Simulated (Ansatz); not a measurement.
TePt (NiAs type, space group No. 194), the program Ansatz at the LDA level (PAW), all energies at zero smearing, with the estimated change up to a 700 eV cutoff added, with one set of potentials and settings (totals compare only within such a set). Cell of 4 atoms (2 Te, 2 Pt): -38145.198 eV.

```
element              reference phase  E (eV/atom)
-------  ---------------------------  -----------
Te       P3_121, 3 atoms in the cell   -6827.2001
Pt        Fm-3m, 1 atoms in the cell  -12244.9860
```

Formation energy per atom, worked out: (-38145.198 − 2×(-6827.2001) − 2×(-12244.9860))/4 = -0.206 eV/atom (-20 kJ per mol of atoms), at 0 K, without zero-point energy or fitted corrections.

Space group P6_3/mmc (NiAs type). The workflow started from a Materials Project entry (that database holds measured and hypothetical structures alike); the Crystallography Open Database files this formula in space group No. 194, but the cells were not matched. Its standing as an ambient phase is unchecked. The cell was relaxed with LDA under the symmetry of its start; its stability against distortions is not shown here. No spin polarisation was allowed. The references are the lowest solids computed at this level, not always the standard phases. Scalar-relativistic: spin–orbit coupling is off unless named, which matters more the heavier the elements.

Potentials: the later of the program's two PAW sets.
